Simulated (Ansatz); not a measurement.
TiO$_{2}$:
```
CELL_PARAMETERS angstrom
      5.17000     0.00000     0.00000
      0.00000     9.25863     0.00000
      0.00000     0.00000     5.50381
ATOMIC_POSITIONS crystal
  Ti 0.13770 0.12900 0.90828
  Ti 0.63770 0.37100 0.09172
  Ti 0.86230 0.62900 0.59172
  Ti 0.36230 0.87100 0.40828
  Ti 0.86230 0.87100 0.09172
  Ti 0.36230 0.62900 0.90828
  Ti 0.13770 0.37100 0.40828
  Ti 0.63770 0.12900 0.59172
  O  0.81695 0.01021 0.85173
  O  0.31695 0.48979 0.14827
  O  0.18305 0.51021 0.64827
  O  0.68305 0.98979 0.35173
  O  0.18305 0.98979 0.14827
  O  0.68305 0.51021 0.85173
  O  0.81695 0.48979 0.35173
  O  0.31695 0.01021 0.64827
  O  0.46396 0.22982 0.89169
  O  0.96396 0.27018 0.10831
  O  0.53604 0.72982 0.60831
  O  0.03604 0.77018 0.39169
  O  0.53604 0.77018 0.10831
  O  0.03604 0.72982 0.89169
  O  0.46396 0.27018 0.39169
  O  0.96396 0.22982 0.60831
```

This is the PBE-relaxed structure. Cartesian axes are those of the cell as given.

All from the program Ansatz at the PBE level (PAW), unless another level is named. Predict the Hill bulk and shear moduli.

188 and 78.2 GPa.

What about the elastic constants (relaxed ions, GPa)?

C11 = 288, C22 = 284, C33 = 274, C12 = 156, C13 = 132, C23 = 138, C44 = 67.2, C55 = 94.8, C66 = 93.5.

Predict the zero-point energy.

68.9 meV/atom.

Space group Pbca. The cell was relaxed with PBE under the symmetry of its start. No spin polarisation was allowed.

Potentials: the later of the program's two PAW sets.
